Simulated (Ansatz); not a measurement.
A relaxed structure of AlP. Space group P6₃mc (No. 186), wurtzite type. Method: PBEsol (plane waves to 420 eV, PAW, scalar-relativistic; Ansatz, a program for electronic structure).

```cif
data_Al2P2
_chemical_formula_sum 'Al2 P2'
_space_group_name_H-M_alt 'P63mc'
_space_group_IT_number 186
_space_group_name_Hall 'P 6c -2c'
_cell_length_a 3.86092
_cell_length_b 3.86092
_cell_length_c 6.33952
_cell_angle_alpha 90.000
_cell_angle_beta 90.000
_cell_angle_gamma 120.000
loop_
_atom_site_label
_atom_site_type_symbol
_atom_site_symmetry_multiplicity
_atom_site_Wyckoff_symbol
_atom_site_fract_x
_atom_site_fract_y
_atom_site_fract_z
_atom_site_occupancy
Al1 Al 2 b 0.66667 0.33333 0.00000 1
P1 P 2 b 0.33333 0.66667 0.12520 1
```

For AlP, the volume per atom comes out as 20.46 Å³ and the band gap comes out as 1.83 eV, indirect (valence top at Γ, conduction bottom at M) (no spin-orbit coupling). The smallest direct gap is 2.33 eV at Γ and the shortest distances is Al–P 2.37 Å. The k-mesh is 10×10×5.

No spin polarisation in the result.

The run could not lose the symmetry of its start.

The first start was generated by placing the elements on the sites of a structure type. Materials Project lists a structure of AlP in the same space group, P6₃mc (No. 186); the sites were not compared with it, nor with measured phases. Known forms of AlP include space group No. 216.
